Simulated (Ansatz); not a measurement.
# Ir (fcc, Cu type): scan of one atom of the cell

Ir (fcc, Cu type)

```
Ir
1.0
    3.83029     0.00000     0.00000
    0.00000     3.83029     0.00000
    0.00000     0.00000     3.83029
Ir
4
Direct
  0.00000   0.00000   0.00000
  0.50000   0.50000   0.00000
  0.50000   0.00000   0.50000
  0.00000   0.50000   0.50000
```

Scan: atom 3 (Ir, nearest neighbour Ir at 2.708 Å; its periodic images, 3.8 Å or more away, move with it) is displaced along Cartesian x, direction (1.000, 0.000, 0.000) in Cartesian axes, by s. The other atoms stay.

All values below come from PBEsol (plane waves to 420 eV, PAW, scalar-relativistic; Ansatz, an electronic-structure program). k mesh 10×10×10 (Γ-centred), Fermi-Dirac smearing 0.05 eV. The energy includes the smearing's −TS. Stress and pressure are positive under compression. With partly filled bands, energies and forces of such displacements shift with the k mesh and the smearing. F∥ is the force on the atom along that direction. Ir is run without spin polarisation. Ir was relaxed with its symmetry unable to fall. Spin-orbit coupling is left out, though Ir is heavy. The PAW data are Ansatz's earlier set. The zero of ΔE is the undisplaced structure.

```tsv
s (Å)	ΔE (meV/cell)	P (GPa)	F∥ (eV/Å)
-0.540	2491	29.4	10.448
-0.432	1510	18.6	7.718
-0.324	811	10.4	5.337
-0.216	348	4.5	3.288
-0.108	86	1.1	1.599
0.000	0	-0.1	0.000
0.108	86	1.1	-1.599
0.216	348	4.5	-3.288
0.324	811	10.4	-5.337
0.432	1510	18.6	-7.718
0.540	2491	29.4	-10.448
```

Read from the data:

* **Energy at s = 0.540 Å**: 2491 meV/cell
* **Force along the line at s = -0.540 Å**: 10.4 eV/Å
* **Symmetry of the curve**: even: the same for both signs
* **Shape of the curve**: a single well with its minimum at or next to zero displacement
* **Force constant k = d²E/ds² at s = 0 (finite differences)**: 14.7 eV/Å²
* **Harmonic estimate at the end of the scan**: ½ks² = 2138 meV/cell against the computed 2491 meV/cell, so the well is stiffer than harmonic there

(A displaced cell: forces are minus the slopes of the energy, force constants its curvatures, and phonons follow from these.)
